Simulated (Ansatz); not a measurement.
# Equation of state of SrAg₂

A database entry relaxed whole under r2SCAN (Imma):

```
CELL_PARAMETERS angstrom
-2.40953 3.86035 4.12161
2.40953 -3.86035 4.12161
2.40953 3.86035 -4.12161
ATOMIC_POSITIONS crystal
Sr 0.29443 0.04443 0.25000
Sr 0.70557 0.95557 0.75000
Ag 0.89240 0.33712 0.55528
Ag 0.28184 0.33712 0.94472
Ag 0.10760 0.66288 0.44472
Ag 0.71816 0.66288 0.05528
```

The cell was scaled uniformly, its shape held, and the atoms relaxed at each volume with plane-wave PAW DFT (Ansatz 0.2.0; r2SCAN, 500 eV, 8×8×8 Γ-centred mesh, fermi-dirac occupations of width 0.100 eV; no spin, no spin-orbit coupling). One row is withheld.

```tsv
volume (Å³/atom)	energy over the lowest (meV/atom)	pressure (GPa)
24.025	14.8	3.37
24.536	6.2	2.10
25.047	?	?
25.558	0.0	-0.04
26.070	1.6	-0.93
26.581	5.9	-1.72
27.092	12.6	-2.43
```

Question: Fit the pressures of the other rows to the third-order Birch-Murnaghan form.

Answer: With f = [(V₀/V)^(2/3) − 1]/2 and P = 3B₀f(1 + 2f)^(5/2)[1 + 3(B₀′ − 4)f/2], least squares gives V₀ = 25.54 Å³ an atom, B₀ = 47.5 GPa and B₀′ = 4.9; the rows miss the fit by less than 0.01 GPa. The slope of the energies differs from these pressures by less than 0.05 GPa.

Question: What does the withheld row hold?

Answer: The fit gives 0.97 GPa at 25.047 Å³; the run gave 0.97 GPa and 1.4 meV an atom.

Caveats: the shape of the cell was held, so B₀ is an upper bound where the axes differ in stiffness; 0 K, fixed nuclei; the symmetry was kept, and this need not be the phase that is stable at 0 K; one mesh for all volumes; pressure is positive in compression.
